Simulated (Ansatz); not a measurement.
Relaxation of a relaxed Au cell displaced along its unstable phonon at q = (½, 0, 0) of its primitive reciprocal cell (28i cm⁻¹), largest move 0.15 Å; 6 atoms in the cell, which starts as Pmmn, origin choice 1 (No. 59), oP6; a = 4.712 Å, b = 8.161 Å, c = 2.795 Å, α = β = γ = 90.00°. These are r2SCAN (plane waves to 500 eV, PAW, scalar-relativistic; Ansatz, a first-principles code) values and carry that method's errors. Γ-centred k-mesh 4×8×12 on the run's cell (coarser than for final values), Fermi–Dirac smearing 0.05 eV. This is the first round of the run. 

The optimiser's lines from the output (shortened; P is positive under compression):

```
relax step   1: F+E_penalty+E_count = -78980.73454150 eV  Δ(F+E_penalty+E_count) = +0.000e0 eV  max|allowed force component| = 6.579e-2 eV/Å  Δτ_max = 0.0000 Å  P = -0.230 GPa  Ω = 107.470 Å³  (8 SCF iters, dr2 threshold 1.00e-7 eV, accepted)
relax step   2: F+E_penalty+E_count = -78980.74854607 eV  Δ(F+E_penalty+E_count) = -1.400e-2 eV  max|allowed force component| = 8.555e-2 eV/Å  Δτ_max = 0.0463 Å  P = +0.505 GPa  Ω = 106.889 Å³  (10 SCF iters, dr2 threshold 6.00e-7 eV, accepted)
relax step   3: F+E_penalty+E_count = -78980.79558104 eV  Δ(F+E_penalty+E_count) = -4.703e-2 eV  max|allowed force component| = 1.462e-1 eV/Å  Δτ_max = 0.1906 Å  P = +1.519 GPa  Ω = 105.956 Å³  (10 SCF iters, dr2 threshold 6.00e-7 eV, accepted)
relax step   4: F+E_penalty+E_count = -78980.87572328 eV  Δ(F+E_penalty+E_count) = -8.014e-2 eV  max|allowed force component| = 9.668e-2 eV/Å  Δτ_max = 0.2000 Å  P = +0.932 GPa  Ω = 105.755 Å³  (10 SCF iters, dr2 threshold 6.00e-7 eV, accepted)
relax step   5: F+E_penalty+E_count = -78980.95982749 eV  Δ(F+E_penalty+E_count) = -8.410e-2 eV  max|allowed force component| = 1.228e-1 eV/Å  Δτ_max = 0.1950 Å  P = -0.278 GPa  Ω = 105.913 Å³  (10 SCF iters, dr2 threshold 6.00e-7 eV, accepted)
relax step   6: F+E_penalty+E_count = -78981.01453275 eV  Δ(F+E_penalty+E_count) = -5.471e-2 eV  max|allowed force component| = 1.195e-1 eV/Å  Δτ_max = 0.1949 Å  P = +0.284 GPa  Ω = 105.167 Å³  (10 SCF iters, dr2 threshold 6.00e-7 eV, accepted)
relax step   7: F+E_penalty+E_count = -78981.03740682 eV  Δ(F+E_penalty+E_count) = -2.287e-2 eV  max|allowed force component| = 9.205e-3 eV/Å  Δτ_max = 0.0366 Å  P = +0.127 GPa  Ω = 105.233 Å³  (12 SCF iters, dr2 threshold 6.00e-7 eV, accepted)
relax step   8: F+E_penalty+E_count = -78981.02299093 eV  Δ(F+E_penalty+E_count) = +1.442e-2 eV  max|allowed force component| = 1.409e-1 eV/Å  Δτ_max = 0.0729 Å  P = +0.737 GPa  Ω = 104.990 Å³  (10 SCF iters, dr2 threshold 6.00e-7 eV, rejected (line search))
relax step   9: F+E_penalty+E_count = -78981.04617889 eV  Δ(F+E_penalty+E_count) = -8.772e-3 eV  max|allowed force component| = 7.849e-2 eV/Å  Δτ_max = 0.0190 Å  P = -0.759 GPa  Ω = 105.897 Å³  (14 SCF iters, accepted)
relax step  10: F+E_penalty+E_count = -78981.05266598 eV  Δ(F+E_penalty+E_count) = -6.487e-3 eV  max|allowed force component| = 5.278e-3 eV/Å  Δτ_max = 0.0191 Å  P = +0.034 GPa  Ω = 105.327 Å³  (10 SCF iters, dr2 threshold 6.00e-7 eV, accepted)
relax step  11: F+E_penalty+E_count = -78981.05293218 eV  Δ(F+E_penalty+E_count) = -2.662e-4 eV  max|allowed force component| = 2.795e-4 eV/Å  Δτ_max = 0.0011 Å  P = +0.021 GPa  Ω = 105.344 Å³  (4 SCF iters, dr2 threshold 1.06e-7 eV, accepted)
relax step  12: F+E_penalty+E_count = -78981.05297290 eV  Δ(F+E_penalty+E_count) = -4.072e-5 eV  max|allowed force component| = 8.083e-5 eV/Å  Δτ_max = 0.0001 Å  P = +0.004 GPa  Ω = 105.361 Å³  (5 SCF iters, dr2 threshold 1.88e-8 eV, accepted)
relax step  13: F+E_penalty+E_count = -78981.05644779 eV  Δ(F+E_penalty+E_count) = -3.475e-3 eV  max|allowed force component| = 8.527e-5 eV/Å  Δτ_max = 0.0000 Å  P = +0.025 GPa  Ω = 105.361 Å³  stress off target by 6.21e-2 GPa  SCF on the basis re-selected at this cell (its energy is not comparable with the rows above)  (9 SCF iters)
relax step  14: F+E_penalty+E_count = -78981.05649403 eV  Δ(F+E_penalty+E_count) = -4.624e-5 eV  max|allowed force component| = 8.427e-5 eV/Å  Δτ_max = 0.0000 Å  P = -0.003 GPa  Ω = 105.383 Å³  (6 SCF iters, dr2 threshold 9.65e-9 eV, accepted)
relax step  15: F+E_penalty+E_count = -78981.05649907 eV  Δ(F+E_penalty+E_count) = -5.034e-6 eV  max|allowed force component| = 8.463e-5 eV/Å  Δτ_max = 0.0000 Å  P = -0.003 GPa  Ω = 105.383 Å³  stress off target by 8.41e-3 GPa  SCF on the basis re-selected at this cell (its energy is not comparable with the rows above)  (7 SCF iters)
```

From the first to the last row the energy changes by -0.05 eV/atom and the volume by -1.9 %. The last row is marked as not comparable with the walk above it, whose basis was carried along; it does compare with step 1, since both stand on a basis selected at the nominal cutoff for their own cell.

Step 8 was rejected by the optimiser.

Later rounds, restarted from the end of this one on a renewed k-mesh, logged 8 more steps and released under 0.01 eV/atom more. The final structure after all rounds: Fm-3m (No. 225), cF4, fcc (Cu type); a = 4.1250 Å, b = 4.1250 Å, c = 4.1250 Å, α = 90.00°, β = 90.00°, γ = 90.00°. Between re-selections the logged energies stand on a plane-wave basis carried along with the cell. No spin polarisation in the result.

The run could not lose the symmetry of its start.

Of the parent cell (P6/mmm (No. 191)): it is a generated cell of Au: the first start was made by placing the elements on the sites of a structure type, and the end was not matched to a known phase here, so it may be hypothetical. Known forms of Au include space group No. 225.
